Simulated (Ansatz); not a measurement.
## Which element?

Cell vectors (Å):

```
 1.7946  1.0361  5.0720
-1.7946  1.0361  5.0720
 0.0000 -2.0722  5.0720
```

```csv
atom,a,b,c
X,0.7885,0.7885,0.7885
X,0.2115,0.2115,0.2115
```

Method: r²SCAN, PAW on Ansatz 0.2.0's default frozen-core files (fitted under PBE), scalar-relativistic. k mesh 8×8×8, strains of ±0.005, fixed occupations.

Elastic constants of a crystal by Kohn-Sham DFT: slopes of the stress over finite engineering strains of the given cell, Voigt indices, Cartesian axes as in the cell vectors.

| index | elastic (GPa) |
| --- | --- |
| 11 | 115.7 |
| 12 | 20.8 |
| 13 | 7.5 |
| 14 | -1.9 |
| 33 | 6.6 |
| 44 | 1.9 |

Task: All X atoms are one element. Which one was computed?

Result: As; the crystal is As (R-3m).

Known limits: frozen-core PAW files fitted under PBE, their cores solved anew for the functional of the run; no dispersion correction, so the spacing and stiffness between layers or molecules are poor.
